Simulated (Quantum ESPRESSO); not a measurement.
**LiY3: energy against volume and a worked fit**

It takes space group Fm-3m (No. 225, cubic). Conventional cell: a = 7.800 Å, b = 7.800 Å, c = 7.800 Å, α = 90.00°, β = 90.00°, γ = 90.00°. Y (site symmetry m-3m) has 8 Y at 3.38 Å as nearest neighbours. Around Y (site symmetry -43m) lie 4 Li at 3.38 Å and 4 Y at 3.38 Å. Li (site symmetry m-3m) has 8 Y at 3.38 Å as nearest neighbours.

The cell comes from a database or a generator and needn't be the stable form of this composition.

The cell was scaled at fixed shape and fractions and run with Quantum ESPRESSO, SSSP 1.3 efficiency PBE, cutoff 748 eV; PBE, k mesh 6 × 6 × 6 on the cell of 4 atoms, fermi-dirac occupations of 0.05 eV, no spin polarisation, no spin-orbit coupling. Energies are those that the program minimises, any entropy of the smearing included. For a metal such a mesh isn't converged to the digits shown.

| V (Å³/atom) | energy over the lowest row (meV/atom) |
| --- | --- |
| 27.8768 | 12.188 |
| 28.4699 | 5.272 |
| 29.0630 | 1.291 |
| 29.6561 | 0.000 |
| 30.2492 | ? |
| 30.8424 | 4.624 |
| 31.4355 | 10.151 |

Q: Fit the third-order Birch-Murnaghan form, give V0, B0 and B′, and predict the energy left open.

A: With y = (V0/V)^(2/3), E = E0 + (9 V0 B0/16) [(y - 1)³ B′ + (y - 1)² (6 - 4y)]. Least squares through the rows shown give V0 = 29.6611 Å³/atom, E0 = 0.000 meV, B0 = 33.32 GPa (1 eV/Å³ = 160.218 GPa) and B′ = 3.29, with a largest miss of 0.002 meV. At V = 30.2492 the form with these constants gives 1.179 meV; the run gave 1.178 meV an atom.
